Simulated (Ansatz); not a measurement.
In2Se3:
```cif
data_In2Se3
_chemical_formula_sum 'In2 Se3'
_space_group_name_H-M_alt 'P 1'
_space_group_IT_number 1
_cell_length_a 3.91239
_cell_length_b 3.91239
_cell_length_c 9.79805
_cell_angle_alpha 90.000
_cell_angle_beta 90.000
_cell_angle_gamma 120.000
loop_
_space_group_symop_operation_xyz
  'x, y, z'
loop_
_atom_site_label
_atom_site_type_symbol
_atom_site_fract_x
_atom_site_fract_y
_atom_site_fract_z
_atom_site_occupancy
In1 In 0.00000 0.00000 0.42651 1
In2 In 0.00000 0.00000 0.82511 1
Se1 Se 0.66667 0.33333 0.61593 1
Se2 Se 0.33333 0.66667 0.28674 1
Se3 Se 0.66667 0.33333 0.97071 1
```

Relaxed with r²SCAN+D4.

Problem. Tabulate the valence density and the electron localisation function along the shortest In–Se contact (2.64 Å), r²SCAN+D4 in the plane-wave PAW code Ansatz.

Solution. 

| distance from In (Å) | density (e/Å³) | ELF |
|---|---|---|
| 0.26 | 8.68 | 0.00 |
| 0.40 | 6.67 | 0.02 |
| 0.53 | 4.62 | 0.07 |
| 0.66 | 2.79 | 0.15 |
| 0.79 | 1.40 | 0.21 |
| 0.92 | 0.66 | 0.21 |
| 1.06 | 0.46 | 0.21 |
| 1.19 | 0.40 | 0.31 |
| 1.32 | 0.41 | 0.53 |
| 1.45 | 0.48 | 0.72 |
| 1.58 | 0.60 | 0.79 |
| 1.72 | 0.76 | 0.81 |
| 1.85 | 1.00 | 0.79 |
| 1.98 | 1.60 | 0.71 |
| 2.11 | 3.88 | 0.55 |
| 2.25 | 11.52 | 0.32 |
| 2.38 | 29.15 | 0.14 |

The density is the valence pseudo-density with augmentation charge, so density and ELF within about 1 Å of a nucleus are not all-electron values.

Space group P3m1. The start of the workflow was typed in or built on a structure type; neither database checked (COD, Materials Project) lists it. COD files the formula under space group No. 160, 166, 169, 170. Whether it is the stable phase at ambient conditions was not checked. The cell was relaxed with r²SCAN+D4 under the symmetry of its start; its stability against distortions is not shown here.

Potentials: the earlier of the program's two PAW sets.
